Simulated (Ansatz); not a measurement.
SiO₂:
```cif
data_O4Si2
_chemical_formula_sum 'Si2 O4'
_space_group_name_H-M_alt 'P 1'
_space_group_IT_number 1
_cell_length_a 4.15498
_cell_length_b 4.15498
_cell_length_c 2.66136
_cell_angle_alpha 90.000
_cell_angle_beta 90.000
_cell_angle_gamma 90.000
loop_
_space_group_symop_operation_xyz
  'x, y, z'
loop_
_atom_site_label
_atom_site_type_symbol
_atom_site_fract_x
_atom_site_fract_y
_atom_site_fract_z
_atom_site_occupancy
Si1 Si 0.50000 0.50000 0.50000 1
Si2 Si 0.00000 0.00000 0.00000 1
O1 O 0.69443 0.69443 0.00000 1
O2 O 0.30557 0.30557 0.00000 1
O3 O 0.80557 0.19443 0.50000 1
O4 O 0.19443 0.80557 0.50000 1
```

Relaxed with LDA.

**Question.** Which orbitals make up the states near the band edges in LDA (plane waves, PAW; program Ansatz)?

**Answer.** Top 1 eV of the valence band: O 2p 97 %. Bottom 1 eV of the conduction band: Si 3s 45 %, O 2s 32 %, O 2p 9 %, outside the projected shells 10 %. Projections are on Löwdin-orthogonalised atomic valence shells; empty p or d shells of many metals are not among them.

**Question.** Tabulate the density of states.

**Answer.** States/eV per cell of 6 atoms, in 0.25 eV bins, energy from the valence-band maximum.

```tsv
E (eV)	total	O 2p	Si 3p	Si 3s
-7.85	2.06	1.50	0.38	0.08
-7.60	1.72	1.26	0.29	0.08
-7.35	1.68	1.24	0.28	0.07
-7.10	1.88	1.40	0.32	0.08
-6.85	2.06	1.54	0.35	0.07
-6.60	2.76	2.10	0.46	0.08
-6.35	2.62	2.01	0.41	0.08
-6.10	2.76	2.14	0.39	0.07
-5.85	2.61	2.07	0.35	0.06
-5.60	2.48	1.99	0.32	0.05
-5.35	2.49	2.02	0.32	0.04
-5.10	2.32	1.92	0.27	0.03
-4.85	2.20	1.86	0.22	0.02
-4.60	2.80	2.41	0.25	0.02
-4.35	3.22	2.82	0.24	0.02
-4.10	2.77	2.49	0.15	0.02
-3.85	4.03	3.69	0.17	0.02
-3.60	4.44	4.14	0.13	0.01
-3.35	3.49	3.30	0.07	0.01
-3.10	2.09	1.97	0.04	0.01
-2.85	2.14	2.02	0.04	0.01
-2.60	2.70	2.55	0.05	0.01
-2.35	3.65	3.47	0.04	0.02
-2.10	3.21	3.07	0.04	0.01
-1.85	3.61	3.50	0.02	0.01
-1.60	4.12	4.01	0.02	0.01
-1.35	3.14	3.05	0.02	0.00
-1.10	2.36	2.29	0.02	0.00
-0.85	1.00	0.97	0.01	0.00
-0.60	0.60	0.59	0.01	0.00
-0.35	0.35	0.34	0.00	0.00
-0.10	0.11	0.11	0.00	0.00
0.15	0.00	0.00	0.00	0.00
0.40	0.00	0.00	0.00	0.00
0.65	0.00	0.00	0.00	0.00
0.90	0.00	0.00	0.00	0.00
1.15	0.00	0.00	0.00	0.00
1.40	0.00	0.00	0.00	0.00
1.65	0.00	0.00	0.00	0.00
1.90	0.00	0.00	0.00	0.00
2.15	0.00	0.00	0.00	0.00
2.40	0.00	0.00	0.00	0.00
2.65	0.00	0.00	0.00	0.00
2.90	0.00	0.00	0.00	0.00
3.15	0.00	0.00	0.00	0.00
3.40	0.00	0.00	0.00	0.00
3.65	0.00	0.00	0.00	0.00
3.90	0.00	0.00	0.00	0.00
4.15	0.00	0.00	0.00	0.00
4.40	0.00	0.00	0.00	0.00
4.65	0.00	0.00	0.00	0.00
4.90	0.00	0.00	0.00	0.00
5.15	0.00	0.00	0.00	0.00
5.40	0.00	0.00	0.00	0.00
5.65	0.00	0.00	0.00	0.00
5.90	0.01	0.00	0.00	0.01
6.15	0.07	0.00	0.00	0.03
6.40	0.12	0.01	0.00	0.06
6.65	0.23	0.03	0.01	0.10
6.90	0.38	0.05	0.01	0.16
7.15	0.56	0.08	0.02	0.23
7.40	1.11	0.18	0.08	0.48
7.65	1.76	0.31	0.13	0.76
7.90	2.19	0.42	0.17	0.96
8.15	2.57	0.53	0.22	1.14
8.40	2.16	0.44	0.29	0.87
8.65	1.96	0.35	0.44	0.65
8.90	1.62	0.26	0.51	0.43
9.15	1.63	0.25	0.61	0.36
9.40	1.45	0.23	0.58	0.28
9.65	1.31	0.20	0.58	0.21
9.90	1.37	0.20	0.66	0.18
10.15	1.76	0.19	0.94	0.13
10.40	2.24	0.24	1.18	0.15
10.65	2.07	0.25	1.06	0.14
```

Space group P4_2/mnm (rutile). This is a known high-pressure phase of the composition, computed here at zero pressure and temperature. The cell was relaxed with LDA under the symmetry of its start; its stability against distortions is not shown here.

Potentials: the earlier of the program's two PAW sets. The files were generated under PBE; for other functionals the program regenerates the frozen cores, and for LDA and PBEsol the local potential too.
